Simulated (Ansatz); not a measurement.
Molecular dynamics on a 2×2×2 supercell (24 atoms) of Ca₂C (antifluorite), relaxed with r2SCAN. Forces come from r2SCAN in the plane-wave code Ansatz: a Nosé-Hoover thermostat at fixed volume, 2200 K, steps of 1.5 fs. Classical nuclei, no spin polarisation; a few dozen steps show the first response, not equilibrium. The structure comes from a prototype and may be hypothetical.

```yaml
crystal:
  lattice:
    - [0.0, 6.2571607894, 6.2571607894]
    - [6.2571607894, 0.0, 6.2571607894]
    - [6.2571607894, 6.2571607894, 0.0]
  atoms:
    - { symbol: C, position: [0.0, 0.0, 0.0] }
    - { symbol: Ca, position: [0.125, 0.125, 0.125] }
    - { symbol: Ca, position: [0.375, 0.375, 0.375] }
    - { symbol: C, position: [0.0, 0.0, 0.5] }
    - { symbol: Ca, position: [0.125, 0.125, 0.625] }
    - { symbol: Ca, position: [0.375, 0.375, 0.875] }
    - { symbol: C, position: [0.0, 0.5, 0.0] }
    - { symbol: Ca, position: [0.125, 0.625, 0.125] }
    - { symbol: Ca, position: [0.375, 0.875, 0.375] }
    - { symbol: C, position: [0.0, 0.5, 0.5] }
    - { symbol: Ca, position: [0.125, 0.625, 0.625] }
    - { symbol: Ca, position: [0.375, 0.875, 0.875] }
    - { symbol: C, position: [0.5, 0.0, 0.0] }
    - { symbol: Ca, position: [0.625, 0.125, 0.125] }
    - { symbol: Ca, position: [0.875, 0.375, 0.375] }
    - { symbol: C, position: [0.5, 0.0, 0.5] }
    - { symbol: Ca, position: [0.625, 0.125, 0.625] }
    - { symbol: Ca, position: [0.875, 0.375, 0.875] }
    - { symbol: C, position: [0.5, 0.5, 0.0] }
    - { symbol: Ca, position: [0.625, 0.625, 0.125] }
    - { symbol: Ca, position: [0.875, 0.875, 0.375] }
    - { symbol: C, position: [0.5, 0.5, 0.5] }
    - { symbol: Ca, position: [0.625, 0.625, 0.625] }
    - { symbol: Ca, position: [0.875, 0.875, 0.875] }
kpoints:
  mp_grid: { grid: [2, 2, 2] }
hamiltonian:
  xc: r2scan
scf:
  occupations: { method: fermi_dirac, width: 0.19 }
md:
  ensemble: nvt_nose_hoover
  temperature: 2200
  timestep: 1.5
  n_steps: 30
  initial_velocities: maxwell_boltzmann
  seed: 1541
```

Command: `ansatz run input.yaml --threads 4 --pin off --max-ram 3686MiB --backend cpu --events-out ev --progress --plain --runs-dir out`. It ended after 7.6 min on 4 threads of Arm Neoverse N1, with other jobs on the host, load about 0.8 per core; peak host memory 3 GiB.

```csv
step,t (fs),T (K),free energy F from step 0 (meV/atom),kinetic energy (meV/atom),largest force (eV/Å)
0,0,2200,0.0,272.5,0.00
1,1.5,2191,1.2,271.4,0.20
2,3,2162,4.7,267.9,0.40
3,4.5,2115,10.5,262.0,0.60
4,6,2050,18.6,253.9,0.82
5,7.5,1967,28.9,243.7,1.08
6,9,1868,41.2,231.4,1.37
7,10.5,1755,55.2,217.4,1.66
8,12,1631,70.7,202.0,1.97
9,13.5,1499,87.2,185.6,2.27
10,15,1363,104.2,168.8,2.57
11,16.5,1228,121.1,152.1,2.83
```

The temperature goes from 2200 K to 1228 K in 16.5 fs. The thermostat hasn't had time to restore it. The atoms start on their lattice sites with kinetic energy alone, so much of it first passes into potential energy. By the last step the atoms have moved 0.22 Å in the root mean square, the drift of the whole cell taken out, 0.41 Å at most. The job's limit cut the run after 11 of 30 steps.

Positions (Å) and forces (eV/Å) at step 11:
```
C   -0.124   0.368  -0.130     0.572  -1.703   0.594
Ca   1.592   1.516   1.406    -0.274  -0.028   1.510
Ca   4.604   4.746   4.728     0.519  -0.190  -0.723
C    2.968   3.140   0.111     0.497   0.441  -0.315
Ca   4.530   4.819   1.483     0.799  -0.582   0.182
Ca   7.796   7.825   4.967    -0.102   0.508  -1.986
C    3.303  -0.094   3.024    -0.290  -0.168   0.475
Ca   4.692   1.564   4.778    -0.232   0.433  -0.671
Ca   7.859   4.654   7.841    -0.499  -0.576  -0.127
C    6.280   3.070   3.136     0.082   0.135   0.046
Ca   7.933   4.590   4.624    -0.227   0.837   0.051
Ca  10.848   7.824   8.033     1.089   1.091  -1.212
C    0.050   2.937   3.227     0.235   0.927   0.037
Ca   1.455   4.814   4.615     0.771  -0.042   0.467
Ca   4.759   7.674   7.894    -0.046   1.065  -0.152
C    3.289   6.363   3.131    -1.353  -1.093  -0.175
Ca   4.649   7.750   4.580     0.559   0.596   1.115
Ca   7.876  10.854   7.849    -0.790   0.455   0.547
C    3.115   3.469   6.519    -0.523  -2.079  -1.848
Ca   4.648   4.736   7.591     0.860   0.308   1.516
Ca   7.857   7.961  11.076    -0.567  -0.434  -1.120
C    6.149   6.449   6.055     0.366  -0.963   0.975
Ca   7.864   7.667   7.724    -0.356   0.860   1.270
Ca  11.152  10.918  10.910    -1.091   0.207  -0.456
```
